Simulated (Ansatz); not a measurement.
The calculation used Ansatz 0.2.0, DFT PBE, scalar-relativistic, plane waves, PAW. Settings: cutoff 420 eV, Γ-centred meshes spaced at most about 0.3 Å⁻¹, and about 0.25 Å⁻¹ or finer for metals (2π included), Gaussian smearing. No spin polarisation in the final relaxations.

Temperature and zero-point effects are left out. All come from trial cells, and lower structures may exist.

**Question.** Which of these relaxed structures of Lu3F2 is the lowest in energy?
1. Space group Pn-3m (No. 224), cubic, a = 6.104 Å. Lu has 4 F at 2.64 Å and 4 Lu at 3.05 Å; F has 6 Lu at 2.64 Å.
2. Space group Pm-3m (No. 221), cubic, a = 4.861 Å. Around Lu lie 2 F at 2.43 Å, 4 F at 3.44 Å and 8 Lu at 3.44 Å; F on its first site has 6 Lu at 2.43 Å; around F on its second site lie 12 Lu at 3.44 Å (long contacts).
3. Space group P4mm (No. 99), tetragonal, a = 4.484 Å, c = 6.442 Å. Lu on a site of symmetry 2mm has 2 F at 2.39 Å and 2 F at 2.86 Å; around Lu on a site of symmetry 4mm lies 1 F at 2.15 Å; F on its first site has 1 Lu at 2.15 Å; F on its second site is surrounded by 4 Lu at 2.39 Å.
4. Space group P-6m2 (No. 187), hexagonal, a = 3.697 Å, c = 9.422 Å. Lu on a site of symmetry 3m has 3 F at 2.71 Å; around Lu on a site of symmetry -6m2 lie 3 F at 2.13 Å; F on its first site is surrounded by 6 Lu at 2.71 Å; F on its second site has 3 Lu at 2.13 Å.

**Answer.** 4. It has space group P-6m2 (No. 187); the next, 3, with space group P4mm (No. 99), lies 58 meV/atom higher. Counting F atoms around Lu (those within 1.25 times the shortest such distance or 1.15 times the sum of covalent radii; a plus sign parts nearer from farther groups; a slash parts the counts of unlike sites), the lowest has Lu 3 and the next has Lu 1/2+2.

In P-6m2, P4mm, Pm-3m an odd number of electrons in the primitive cell allows no gap without spin; a larger cell or a magnetic state could open one. A magnetic state wasn't ruled out in cells without spin, among them P-6m2, P4mm, Pm-3m. Cells relaxed within their symmetry can be saddle points. Some types were kept out of the candidates beforehand, so the set may lack a known form.
